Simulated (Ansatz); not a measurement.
# Relaxing lithium (hcp)

The calculation used DFT, LDA (PW92), plane waves (420 eV) with PAW, scalar-relativistic in Ansatz 0.2.0. (PAW data from PBE, frozen cores regenerated.)

k-point mesh 12×12×6, Fermi-Dirac smearing 0.1 eV, no spin polarisation. Cell and atoms relax.

Starting structure:

```yaml
crystal:
  lattice:
    - [3.12643, 0.00000, 0.00000]
    - [-1.56321, 2.70756, 0.00000]
    - [0.00000, 0.00000, 5.10545]
  atoms:
    - { symbol: Li, position: [0.33333, 0.66667, 0.25000] }
    - { symbol: Li, position: [0.66667, 0.33333, 0.75000] }
```

Problem. The pressure at the start is -1.6 GPa. By how much does the volume change?

Solution. From 21.61 to 19.01 Å³ per atom, -12.0 %. The final cell has a = 2.997 Å, c = 4.889 Å (c/a = 1.631).

Problem. How much energy does the relaxation gain?

Solution. 13.9 meV per atom.

Path of the relaxation (the plane waves are chosen anew near the end, which can shift the energy a little):

```json
{"step": "0", "E − E(final) (meV/atom)": "13.88", "V (Å³/atom)": "21.609", "P (GPa)": "-1.55", "max force (eV/Å)": "0.000"}
{"step": "1", "E − E(final) (meV/atom)": "3.79", "V (Å³/atom)": "20.308", "P (GPa)": "-0.89", "max force (eV/Å)": "0.000"}
{"step": "2", "E − E(final) (meV/atom)": "0.04", "V (Å³/atom)": "18.780", "P (GPa)": "0.18", "max force (eV/Å)": "0.000"}
{"step": "3", "E − E(final) (meV/atom)": "-0.07", "V (Å³/atom)": "19.015", "P (GPa)": "-0.01", "max force (eV/Å)": "0.000"}
{"step": "4", "E − E(final) (meV/atom)": "0.00", "V (Å³/atom)": "19.015", "P (GPa)": "-0.01", "max force (eV/Å)": "0.000"}
```
